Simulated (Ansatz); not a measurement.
input.yaml

```yaml
crystal:
  lattice:
    - [3.11871, 3.186998, 5.688671]
    - [-2.55623, -2.607182, 5.103225]
    - [8.160653, -5.154993, 2.83516]
  atoms:
    - { symbol: C, position: [0.0773048219, 0.0678177553, 0.6470377005] }
    - { symbol: C, position: [0.5617886199, 0.0112671886, 0.7216445382] }
    - { symbol: C, position: [0.77622377, 0.9776025407, 0.4538502731] }
    - { symbol: C, position: [0.6777059882, 0.9033199073, 0.5984919476] }
    - { symbol: C, position: [0.058835139, 0.9103149109, 0.749613346] }
    - { symbol: C, position: [0.061946889, 0.3063189183, 0.6221003066] }
    - { symbol: Ge, position: [0.1076240494, 0.55788644, 0.753557451] }
    - { symbol: Ge, position: [0.4261945957, 0.9646330404, 0.2052108257] }
    - { symbol: Ge, position: [0.2481468041, 0.4427071801, 0.4568990699] }
    - { symbol: Ge, position: [0.512261895, 0.4564481991, 0.9839624498] }
    - { symbol: Ge, position: [0.9152335544, 0.4841791836, 0.1955240811] }
    - { symbol: Ge, position: [0.4623837656, 0.3392867275, 0.7714284782] }
    - { symbol: Ge, position: [0.7669880527, 0.8809771477, 0.2591762975] }
    - { symbol: Ge, position: [0.8676206729, 0.4386769888, 0.9720414207] }
    - { symbol: Ge, position: [0.2670168047, 0.3705226777, 0.213682486] }
    - { symbol: Sn, position: [0.0008705231, 0.0023937004, 0.9788831258] }
    - { symbol: Sn, position: [0.7553238328, 0.5261557444, 0.6132493311] }
    - { symbol: Sn, position: [0.4232912892, 0.8862169064, 0.9390318774] }
    - { symbol: Sn, position: [0.655001409, 0.3375376619, 0.4135249137] }
    - { symbol: Sn, position: [0.1119988822, 0.8964954845, 0.4402723857] }
basis:
  ecutwfc: 420
kpoints:
  mp_grid: { grid: [5, 6, 4] }
hamiltonian:
  xc: pbe
scf:
  occupations: { method: gaussian, width: 0.1 }
  n_extra_bands: 10
output:
  forces: true
  stress: true
  eigenvalues: true
  populations: true
  dos:
    method: { smearing: { sigma: 0.1, scheme: gaussian } }
    projected: true
    de: 0.02
  write_density: true
  write_potential: true
  elf: true
  volumetric_format: npy
```

Launched with
```bash
ansatz run input.yaml --threads 4 --pin off --max-ram 9216MiB --backend cpu --events-out ev --progress --plain --runs-dir out
```

All numbers below come from DFT PBE, scalar-relativistic, plane waves, PAW in Ansatz 0.2.0.

From the run's log, abridged (iterations and final results):

```
SCF iter   1: F=—  HF=-70269.778401 eV  |F-HF|=—  |Δ(HF+E_count)|=         —  Δρ=4.29e-3  dr2=1.59e-1  ethr=1.77e-3  ⟨swp⟩=6.0  Hψ=28978  notcnv=0
SCF iter   2: F=—  HF=-70269.802682 eV  |F-HF|=—  |Δ(HF+E_count)|=   2.43e-2  Δρ=4.45e-3  dr2=3.14e-1  ethr=7.21e-5  ⟨swp⟩=3.0  Hψ=20067  notcnv=0  defer=198
SCF iter   3: F=—  HF=-70269.752646 eV  |F-HF|=—  |Δ(HF+E_count)|=   5.00e-2  Δρ=1.16e-3  dr2=2.40e-2  ethr=7.21e-5  ⟨swp⟩=2.0  Hψ=11322  notcnv=0  defer=198
SCF iter   4: F=—  HF=-70269.749073 eV  |F-HF|=—  |Δ(HF+E_count)|=   3.57e-3  Δρ=3.05e-4  dr2=1.04e-3  ethr=1.09e-5  ⟨swp⟩=2.0  Hψ=9600  notcnv=0  defer=198
SCF iter   5: F=—  HF=-70269.748860 eV  |F-HF|=—  |Δ(HF+E_count)|=   2.13e-4  Δρ=7.94e-5  dr2=5.60e-5  ethr=4.71e-7  ⟨swp⟩=2.0  Hψ=9854  notcnv=0  defer=198
SCF iter   6: F=—  HF=-70269.748894 eV  |F-HF|=—  |Δ(HF+E_count)|=   3.38e-5  Δρ=2.98e-5  dr2=5.56e-6  ethr=2.55e-8  ⟨swp⟩=2.0  Hψ=9931  notcnv=0  defer=160
SCF iter   7: F=—  HF=-70269.748895 eV  |F-HF|=—  |Δ(HF+E_count)|=   3.57e-7  Δρ=9.64e-6  dr2=3.61e-7  ethr=2.53e-9  ⟨swp⟩=2.0  Hψ=10928  notcnv=0  defer=160
SCF iter   8: F=-70269.748895 eV  HF=-70269.748895 eV  |F-HF|=2.06e-8  |Δ(HF+E_count)|=   2.16e-7  Δρ=3.82e-6  dr2=7.98e-8  ethr=4.55e-11  ⟨swp⟩=15.0  Hψ=57634  notcnv=0
SCF 1 converged in 8 iterations: F = -70269.748895 eV  dr2 = 7.98e-8
SCF converged after 8 iterations
Free energy (F): -70269.748895 eV
Harris-Foulkes:  -70269.748895 eV  (|F-HF|=2.06e-8)
Internal energy: -70269.738696 eV  (E = F + TS)
E sigma→0 (E₀):  -70269.743795 eV
Entropy (-TS):   -0.010199 eV (-0.510 meV/atom)
Fermi energy:    8.506650 eV
--- Per-component energies (eV) ---
  E_band       = -1896.771228
  E_kinetic    = 2451.277976
  E_local      = -28631.751792  (includes V_loc(G=0)·N_el)
  E_nonlocal   = 3762.339701
  E_hartree    = 13277.790286
  E_xc         = -2869.731820
  E_vxc        = -1404.202529  (∫ρ·V_xc dr)
  E_paw        = -39454.888616  (= ΣΔE_a)
  E_vpaw       = -4630.014079  (= ΣTr[D̂ρ^β])
  E_aug_tail   = 0.002915  (compensation charges beyond the density's cutoff)
  E_ewald      = -18804.777345
  E_smearing   = -0.010199  (= −TS)
--- Forces (eV/Å), atoms counted from 1 ---
  atom   1  C     -0.03825787     0.00924761     0.01958191
  atom   2  C     -0.02035097     0.00082864    -0.00629927
  atom   3  C     -0.03417237     0.00746994     0.00844864
  atom   4  C     -0.00322380     0.01848399     0.01625914
  atom   5  C      0.02911355    -0.01947888    -0.00881206
  atom   6  C     -0.02642982     0.01094166     0.03157258
  atom   7  Ge    -0.00089174     0.00954981    -0.03225492
  atom   8  Ge    -0.00274007    -0.02741096     0.04275737
  atom   9  Ge    -0.04358850    -0.01013275    -0.01469676
  atom  10  Ge     0.04337485    -0.01033534    -0.05899114
  atom  11  Ge    -0.02239927    -0.00685524    -0.01570210
  atom  12  Ge     0.01812737     0.02358269     0.04526423
  atom  13  Ge     0.00834437    -0.00019899    -0.03874689
  atom  14  Ge     0.02173293    -0.00066083     0.00751657
  atom  15  Ge     0.00416680     0.01966254     0.02961315
  atom  16  Sn    -0.01354448    -0.01820607     0.02567250
  atom  17  Sn     0.01911047    -0.03853787    -0.02464802
  atom  18  Sn     0.00517635     0.01157553    -0.01484520
  atom  19  Sn     0.00757860     0.02007578     0.00014481
  atom  20  Sn     0.04890483     0.00035946    -0.01186077
--- Stress (GPa, compression-positive) ---
        0.021553      -0.016835      -0.026279
       -0.016835      -0.007869       0.060832
       -0.026279       0.060832      -0.148192
  P = ⅓ Tr σ = -0.0448 GPa (-0.448 kbar)
--- Band table (eV; the first three rows and the last of 62) ---
  k-point 0: bands = ["-16.4877", "-16.4764", "-16.4448", "-16.4210", "-16.4153", "-16.3045", "-16.2843", "-16.2685", "-16.2671", "-16.2618", "-16.2516", "-16.2458", "-16.2390", "-16.2341", "-16.2294", "-16.2194", "-16.2156", "-16.2133", "-16.1959", "-16.1835", "-16.1530", "-16.1365", "-16.1311", "-16.1023", "-16.0738", "-16.0622", "-16.0471", "-16.0403", "-16.0297", "-16.0259", "-16.0240", "-16.0170", "-16.0143", "-16.0101", "-15.9857", "-15.9719", "-15.9598", "-15.9523", "-15.9497", "-15.9349", "-15.9312", "-15.9196", "-15.8882", "-15.8862", "-15.8754", "-13.2336", "-13.2282", "-13.2099", "-13.1934", "-13.1704", "-13.1573", "-13.0797", "-13.0499", "-13.0398", "-13.0254", "-12.9931", "-12.9 ...
  k-point 1: bands = ["-16.4877", "-16.4764", "-16.4448", "-16.4210", "-16.4153", "-16.3045", "-16.2844", "-16.2684", "-16.2671", "-16.2619", "-16.2516", "-16.2460", "-16.2390", "-16.2339", "-16.2294", "-16.2195", "-16.2157", "-16.2133", "-16.1955", "-16.1837", "-16.1532", "-16.1365", "-16.1309", "-16.1023", "-16.0737", "-16.0623", "-16.0471", "-16.0403", "-16.0297", "-16.0259", "-16.0240", "-16.0170", "-16.0143", "-16.0101", "-15.9857", "-15.9719", "-15.9599", "-15.9524", "-15.9495", "-15.9349", "-15.9312", "-15.9196", "-15.8882", "-15.8862", "-15.8755", "-13.2336", "-13.2282", "-13.2099", "-13.1934", "-13.1704", "-13.1573", "-13.0798", "-13.0499", "-13.0398", "-13.0254", "-12.9931", "-12.9 ...
  k-point 2: bands = ["-16.4877", "-16.4764", "-16.4448", "-16.4210", "-16.4153", "-16.3045", "-16.2844", "-16.2683", "-16.2671", "-16.2619", "-16.2516", "-16.2462", "-16.2390", "-16.2336", "-16.2294", "-16.2195", "-16.2157", "-16.2134", "-16.1951", "-16.1839", "-16.1534", "-16.1365", "-16.1308", "-16.1023", "-16.0737", "-16.0624", "-16.0472", "-16.0403", "-16.0297", "-16.0259", "-16.0239", "-16.0169", "-16.0143", "-16.0101", "-15.9857", "-15.9720", "-15.9599", "-15.9524", "-15.9494", "-15.9349", "-15.9313", "-15.9196", "-15.8882", "-15.8861", "-15.8755", "-13.2336", "-13.2282", "-13.2099", "-13.1934", "-13.1704", "-13.1573", "-13.0798", "-13.0499", "-13.0398", "-13.0254", "-12.9931", "-12.9 ...
  k-point 61: bands = ["-16.4876", "-16.4763", "-16.4448", "-16.4210", "-16.4153", "-16.3052", "-16.2840", "-16.2682", "-16.2671", "-16.2622", "-16.2521", "-16.2457", "-16.2390", "-16.2339", "-16.2296", "-16.2194", "-16.2156", "-16.2133", "-16.1966", "-16.1839", "-16.1459", "-16.1352", "-16.1269", "-16.1138", "-16.0779", "-16.0611", "-16.0427", "-16.0379", "-16.0321", "-16.0275", "-16.0215", "-16.0177", "-16.0124", "-16.0087", "-16.0023", "-15.9687", "-15.9580", "-15.9486", "-15.9411", "-15.9373", "-15.9293", "-15.9120", "-15.8959", "-15.8897", "-15.8761", "-13.2333", "-13.2280", "-13.2094", "-13.1931", "-13.1704", "-13.1569", "-13.0787", "-13.0497", "-13.0397", "-13.0255", "-12.9931", "-12. ...
--- Löwdin populations: 20 sites ---
  site symbol q [e]
     0      C      4.1351
     1      C      4.4020
     2      C      4.5301
     3      C      4.1395
     4      C      4.3598
     5      C      4.4699
     6     Ge     13.6918
     7     Ge     14.1416
     8     Ge     13.9189
     9     Ge     14.0617
    10     Ge     14.0693
    11     Ge     13.8751
    12     Ge     13.8634
    13     Ge     14.0837
    14     Ge     14.0207
    15     Sn     13.6508
    16     Sn     13.4638
    17     Sn     13.6056
    18     Sn     13.6363
    19     Sn     13.3585
  spilling = 0.002374 (of n_electrons = 220.000000)
```

The run converged.

Time: 110 s on 4 threads of Intel(R) Xeon(R) Platinum 8259CL CPU @ 2.50GHz (Skylake/Cascade Lake), on a shared host, peak memory 2.7 GiB.